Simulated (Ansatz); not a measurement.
C:
```yaml
crystal:
  lattice:
    - [3.80228, 0.00000, 0.00000]
    - [0.00000, 3.80228, 0.00000]
    - [0.00000, 0.00000, 4.68121]
  atoms:
    - { symbol: C, position: [0.92429, 0.07571, 0.25000] }
    - { symbol: C, position: [0.42429, 0.42429, 0.00000] }
    - { symbol: C, position: [0.07571, 0.92429, 0.75000] }
    - { symbol: C, position: [0.57571, 0.57571, 0.50000] }
    - { symbol: C, position: [0.37913, 0.83329, 0.96642] }
    - { symbol: C, position: [0.66671, 0.87913, 0.71642] }
    - { symbol: C, position: [0.62087, 0.16671, 0.46642] }
    - { symbol: C, position: [0.33329, 0.12087, 0.21642] }
    - { symbol: C, position: [0.87913, 0.66671, 0.28358] }
    - { symbol: C, position: [0.16671, 0.62087, 0.53358] }
    - { symbol: C, position: [0.12087, 0.33329, 0.78358] }
    - { symbol: C, position: [0.83329, 0.37913, 0.03358] }
```

Relaxed with PBE. Special points in fractions of this cell's reciprocal vectors: Γ (0.000, 0.000, 0.000); X (0.000, 0.500, 0.000); M (0.500, 0.500, 0.000); Z (0.000, 0.000, 0.500); R (0.000, 0.500, 0.500); A (0.500, 0.500, 0.500).

Question: List the band energies nearest the valence-band maximum at these points for PBE (plane waves, PAW; program Ansatz).

Answer: In eV from the valence-band maximum; about four levels below and three above (degenerate sets whole), none deeper than 8.9 eV; points with the same levels are listed once.

```tsv
k	below	above
Γ	-1.88 -1.67 -1.67 -0.51	4.97 6.28 6.28
X	-0.96 -0.96 -0.46 -0.46	6.13 6.13 6.43 6.43
M	-1.22 -1.22 -0.37 -0.37	5.29 5.29 6.36 6.36
Z	-1.88 -1.88 -1.55 -1.55	4.99 4.99 5.37 5.37
R	-1.60 -1.60 -0.88 -0.88	5.24 5.24 5.94 5.94
A	-1.75 -1.75 -1.75 -1.75	5.61 5.61 5.61 5.61
```

Space group P4_32_12. The start of the workflow was typed in or built on a structure type; neither database checked (COD, Materials Project) lists it. It is not the phase usual at ambient conditions (space group No. 194, 227). Symmetry was held in the PBE relaxation; its stability against distortions is not shown here. The volume moved by 16 % from the start of the relaxation.

Potentials: the earlier of the program's two PAW sets.
